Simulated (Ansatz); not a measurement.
Compressing Ba2RuN2: a fit and a missing row

Ba2RuN2, I4/mmm, a = 4.179 Å, c = 13.133 Å. The structure is a Materials Project entry; whether it is the stable form wasn't checked. Ansatz: PBE, PAW, 420 eV, Γ-centred 12×12×12 mesh on 5 atoms, Gaussian smearing 0.10 eV; no spin polarisation. Shape and atoms are relaxed at each volume; pressure is positive in compression.

```
V (Å³/atom) P (GPa)
     20.178     9.55
     20.866        ?
     21.554     3.96
     22.242     1.82
     22.930    -0.01
     23.618    -1.55
     24.306    -2.83
     25.223    -4.21
```

**Question.** Take V0 = 22.930 Å³/atom, count pressures from its P0 = -0.01 GPa, fit the third-order Birch–Murnaghan form to the other rows, and predict the missing pressure.

**Answer.** With the Eulerian strain f = ½[(V0/V)^(2/3) − 1] and y = (P − P0)/[3f(1 + 2f)^(5/2)], the form is the line y = B0 + 1.5 B0 (B0′ − 4) f. Rows (f, y): 0.04449, 57.9; 0.02106, 56.7; 0.01026, 56.5; -0.00976, 55.3; -0.01905, 54.4; -0.03078, 53.3. Means f = 0.002703, y = 55.683; Σ(Δf)² = 0.003890, ΣΔfΔy = 0.2300; the slope is their ratio. y = 55.52 + 59.12 f GPa, so B0 = 55.5 GPa and B0′ = 4 + 2 × (59.12)/(3 × 55.52) = 4.71. At V = 20.866, f = 0.03245, y = 57.44 and P = 6.53 GPa. The run gave 6.52 GPa, so the fit is 0.01 GPa too high, within the rms miss on the fitted rows (0.02 GPa).

Cost: 8 runs of about 10 core-minutes in all, on Intel Xeon 6975P-C (Granite Rapids) (shared hosts).